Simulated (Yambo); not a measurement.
CdOFH (space group P2_1, No. 4, within 0.06 Å of Pmn2_1): a test of whether the lowest BSE state is resolved, against the k mesh (Yambo, LDA bands; otherwise 22 valence and 4 conduction bands, static screening with 69 bands and a 3 Ry block, scissor 2.17 eV, Tamm-Dancoff).

```
k mesh  direct gap (eV)  lowest state (eV)  difference (eV)  k points taking part  rough cost
------  ---------------  -----------------  ---------------  --------------------  ----------
2×2×1              3.84               2.82             1.02                   1.0  about 1/20
4×2×2              3.84               2.92             0.93                   1.0   about 1/7
4×4×2              3.84               3.05             0.79                   1.2   about 1/3
4×4×4              3.84               3.18             0.67                   1.3           1
```

The last step moves the difference by 0.12 eV. Even the densest mesh doesn't resolve the state: none of these energies is a result, and the difference is no binding energy.

These are vertical excitations (zero momentum). The scissor comes from a G0W0 run whose convergence isn't established; costs are rough.

Spin-orbit splittings are left out.

Geometry of the Materials Project entry, not relaxed at this level; primitive cell a = 3.534 Å, b = 4.845 Å, c = 5.628 Å, α = 90.00°, β = 90.08°, γ = 90.00°.

The structure is a Materials Project entry; no match was found in the copy of COD used, and its stability was not checked.
